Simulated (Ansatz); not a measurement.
CaS (rock salt, Fm-3m), PBE (plane waves, PAW; program Ansatz). The conduction-band minimum lies at X, with 3 equivalent valleys. Second derivatives d²E/dk² of the lowest band at one valley (eV·Å²), along Cartesian directions:

| direction | d²E/dk² |
|---|---|
| [100] | 5.329 |
| [010] | 24.20 |
| [001] | 24.20 |
| [110] | 14.77 |
| [101] | 14.77 |
| [011] | 24.20 |

Q: Find the principal effective masses, the density-of-states mass and the conductivity mass.

A: Off-diagonal terms follow from H_xy = H[110] − (H_xx + H_yy)/2, and m*/mₑ = 7.620 eV·Å² over each eigenvalue: 0.31, 0.31, 1.4. One valley's DOS mass (m₁m₂m₃)^(1/3) = 0.52, conductivity mass 3/(Σ 1/mᵢ) = 0.43 mₑ.

Q: What effective density of states Nc follows at 300 K for parabolic valleys?

A: Nc = 2.509e19 × 3 × (0.52)^(3/2) ≈ 2.8e19 cm⁻³.

Q: With the computed static dielectric constant 12.2 (mean of the diagonal), estimate a hydrogenic donor's binding energy and radius.

A: E = 13.606 eV × 0.43/12.2² ≈ 39 meV; a = 0.529 Å × ε/m* ≈ 15 Å. Semilocal masses tend to be too small where the gap is.

Q: With ε∞ = 4.99 and ω_LO = 336 cm⁻¹, what Fröhlich coupling constant follows?

A: α = (1/ε∞ − 1/ε0) √(m* × 13.606 eV/ħω_LO) = 1.4.

The cell was relaxed with PBE under the symmetry of its start; phonons on a q-mesh show no instability.

Potentials: the later of the program's two PAW sets.
